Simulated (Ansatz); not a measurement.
## Sensitivity of the gradients in TiO2 to the input

Cell: a COD entry, atoms as given.

```cif
data_TiO2
_symmetry_space_group_name_H-M 'Pbca'
_symmetry_Int_Tables_number 61
_cell_length_a 5.1450
_cell_length_b 9.1850
_cell_length_c 5.4470
_cell_angle_alpha 90.000
_cell_angle_beta 90.000
_cell_angle_gamma 90.000
loop_
_atom_site_label
_atom_site_type_symbol
_atom_site_symmetry_multiplicity
_atom_site_Wyckoff_symbol
_atom_site_fract_x
_atom_site_fract_y
_atom_site_fract_z
Ti Ti 8 c 0.1270 0.1270 0.8870
O9 O 8 c 0.4650 0.2300 0.8950
O17 O 8 c 0.8200 0.0100 0.8450
```

One atom of each set is listed.

Reference run. The numbers come from a DFT calculation in Ansatz (PBE, plane waves and PAW (field gradients read without the response of the frozen cores, which leaves them typically 4 to 6 % off), scalar-relativistic, 420 eV cutoff, Γ-centred 5×3×4 k-points, Fermi–Dirac smearing 0.02 eV).

(1) The input is changed as follows: `hamiltonian.xc`: pbe → lda; `basis.xc_grid`: not typed → 1; `scf.convergence.dr2_threshold`: not typed → 1e-08. What happens to V_zz (10²¹ V/m²) and η?

Results:

(1) 

| site | V_zz reference | η reference | V_zz changed | η changed |
| --- | --- | --- | --- | --- |
| Ti | 1.41 | 0.22 | 1.40 | 0.13 |
| O9 | 2.48 | 0.74 | 2.20 | 0.64 |
| O17 | 2.19 | 0.48 | 1.91 | 0.31 |

The largest change of V_zz is on O9, from 2.48 to 2.20. In per cent, |V_zz| changes by -1 on Ti, -13 to -12 on O (all sites that start above 0.5). Where |V_zz| stays above 0.1, η moves most on O17, from 0.48 to 0.31. Its pressure is -7 GPa, against 5 GPa in the reference run. SCF iterations: 8 and 9. New warnings: pseudo functional mismatch, stress scf threshold loose.

On the reference run: At this cell the PBE pressure is 5 GPa, so with PBE the cell would grow if it were relaxed. The largest force is 0.8 eV/Å, so the atoms aren't at the calculated equilibrium and relaxing them would move these values.
